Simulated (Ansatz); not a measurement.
BeSe:
```
CELL_PARAMETERS angstrom
      3.06655     0.00000     0.00000
      0.00000     3.06655     0.00000
      0.00000     0.00000     3.06655
ATOMIC_POSITIONS crystal
  Be 0.00000 0.00000 0.00000
  Se 0.50000 0.50000 0.50000
```

Relaxed with PBEsol. Special points in fractions of this cell's reciprocal vectors: Γ (0.000, 0.000, 0.000); X (0.000, 0.500, 0.000); M (0.500, 0.500, 0.000); R (0.500, 0.500, 0.500).

Problem. List the band energies nearest the Fermi level at these points for DFT-PBEsol with spin–orbit coupling in the program Ansatz with PAW potentials.

Solution. In eV from the Fermi level; about four levels below and three above (degenerate sets whole), none deeper than 8.9 eV; … stands for higher levels left out; points with the same levels are listed once.

```tsv
k	below	above
Γ	-1.37 -1.37 -1.37 -1.37	0.86 0.86 4.98 4.98 4.98 4.98
X	-8.45 -8.45	0.25 0.25 0.61 0.61
M	-6.58 -6.58 -1.97 -1.97	1.56 1.56 6.90 6.90
R	-0.56 -0.56 -0.56 -0.56 -0.56 -0.56	2.68 2.68 …
```

Space group Pm-3m (CsCl type). The cell is a constructed one: a structure type filled with these elements; neither database checked (COD, Materials Project) lists it. COD files the formula under space group No. 216. Whether it is the stable phase at ambient conditions was not checked. Symmetry was held in the PBEsol relaxation. At this level the phase is dynamically unstable (imaginary phonons).

Potentials: the later of the program's two PAW sets.
